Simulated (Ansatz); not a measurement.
NbIr:
```
CELL_PARAMETERS angstrom
      0.00000     2.60677     2.60677
      2.60677     0.00000     2.60677
      2.60677     2.60677     0.00000
ATOMIC_POSITIONS crystal
  Ir 0.00000 0.00000 0.00000
  Nb 0.50000 0.50000 0.50000
```

Relaxed with PBEsol. Special points in fractions of this cell's reciprocal vectors: Γ (0.000, 0.000, 0.000); X (0.500, 0.000, 0.500); U (0.625, 0.250, 0.625); K (0.375, 0.375, 0.750); L (0.500, 0.500, 0.500); W (0.500, 0.250, 0.750).

List the band energies nearest the Fermi level at these points for the program Ansatz at the PBEsol level (PAW).

In eV from the Fermi level; about four levels below and three above (degenerate sets whole), none deeper than 8.9 eV; points with the same levels are listed once.

```json
[
 {"k": "Γ", "below": "-5.24 -5.24 -4.71 -4.71 -4.71", "above": "3.02 3.02 3.02"},
 {"k": "X", "below": "-3.72 -1.56 -1.56 -0.59", "above": "1.64 1.64 3.16"},
 {"k": "U", "below": "-3.94 -3.65 -3.17 -1.98", "above": "0.27 1.46 1.48"},
 {"k": "L", "below": "-1.90 -1.90 -1.19 -1.19 -0.61", "above": "1.03 1.03 3.00"},
 {"k": "W", "below": "-4.17 -2.37 -1.54 -0.48", "above": "1.28 1.28 1.60"}
]
```

Space group Fm-3m (rock salt). The start of the workflow was typed in or built on a structure type; neither database checked (COD, Materials Project) lists it. COD files the formula under space group No. 123. Its standing as an ambient phase is unchecked. The PBEsol relaxation kept the symmetry of its start. At this level the phase is mechanically unstable. The run is not spin-polarised. Scalar-relativistic: spin–orbit coupling is off unless named, which matters more the heavier the elements.

Potentials: the later of the program's two PAW sets.
